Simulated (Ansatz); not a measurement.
Be5Pt in space group F-43m (No. 216; Be on 4c, Be on 16e, Pt on 4a), plane-wave PAW PBEsol (Ansatz code), all energies at zero smearing, with the estimated change up to a 700 eV cutoff added, with one set of potentials and settings (totals compare only within such a set). Cell of 6 atoms (5 Be, 1 Pt): -12838.432 eV.

```
element                reference phase  E (eV/atom)
-------  -----------------------------  -----------
Be       P6_3/mmc, 2 atoms in the cell     -90.3483
Pt          Fm-3m, 1 atoms in the cell  -12383.8180
```

Formation energy per atom, worked out: (-12838.432 − 5×(-90.3483) − 1×(-12383.8180))/6 = -0.479 eV/atom (-46 kJ per mol of atoms), at 0 K, without zero-point energy or fitted corrections.

The workflow started from a Materials Project entry (that database holds measured and hypothetical structures alike); the Crystallography Open Database copy checked does not list it. With Be and Pt taken as one species the cell has the higher symmetry Fd-3m, so it may be an ordered model of a mixed-site phase. Whether it is the stable phase at ambient conditions was not checked. Symmetry was held in the PBEsol relaxation; whether a distortion lowers the energy is not shown. No spin polarisation was allowed. The references are the lowest solids computed at this level, not always the standard phases. Scalar-relativistic: spin–orbit coupling is off unless named, which matters more the heavier the elements.

Potentials: the later of the program's two PAW sets.
